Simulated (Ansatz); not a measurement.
# Zr3Hg squeezed and stretched

A database entry relaxed whole under r2SCAN (Pm-3n):

```yaml
crystal:
  lattice:
    - [5.58589, 0.00000, 0.00000]
    - [0.00000, 5.58589, 0.00000]
    - [0.00000, 0.00000, 5.58589]
  atoms:
    - { symbol: Zr, position: [0.25000, 0.00000, 0.50000] }
    - { symbol: Zr, position: [0.50000, 0.75000, 0.00000] }
    - { symbol: Zr, position: [0.75000, 0.00000, 0.50000] }
    - { symbol: Zr, position: [0.50000, 0.25000, 0.00000] }
    - { symbol: Zr, position: [0.00000, 0.50000, 0.75000] }
    - { symbol: Zr, position: [0.00000, 0.50000, 0.25000] }
    - { symbol: Hg, position: [0.00000, 0.00000, 0.00000] }
    - { symbol: Hg, position: [0.50000, 0.50000, 0.50000] }
```

The cell was scaled uniformly, its shape held, and the atoms relaxed at each volume with plane-wave PAW DFT (Ansatz 0.2.0; r2SCAN, 500 eV, 6×6×6 Γ-centred mesh, fermi-dirac occupations of width 0.100 eV; no spin, no spin-orbit coupling). One row is withheld.

```tsv
volume (Å³/atom)	energy over the lowest (meV/atom)	pressure (GPa)
20.479	29.2	7.71
20.915	12.4	4.87
21.351	2.9	2.31
21.786	0.0	0.00
22.222	?	?
22.658	11.6	-3.96
23.094	25.0	-5.65
```

Fit the pressures of the other rows to the third-order Birch-Murnaghan form.

With f = [(V₀/V)^(2/3) − 1]/2 and P = 3B₀f(1 + 2f)^(5/2)[1 + 3(B₀′ − 4)f/2], least squares gives V₀ = 21.79 Å³ an atom, B₀ = 110 GPa and B₀′ = 4.2; the rows miss the fit by less than 0.01 GPa. The slope of the energies differs from these pressures by 0.10 GPa, since they are taken to zero smearing while pressures follow the free energy.

What does the withheld row hold?

The fit gives -2.08 GPa at 22.222 Å³; the run gave -2.08 GPa and 3.1 meV an atom.

Caveats: the shape of the cell was held; 0 K, fixed nuclei; the symmetry was kept, and this need not be the phase that is stable at 0 K; one mesh for all volumes; pressure is positive in compression.
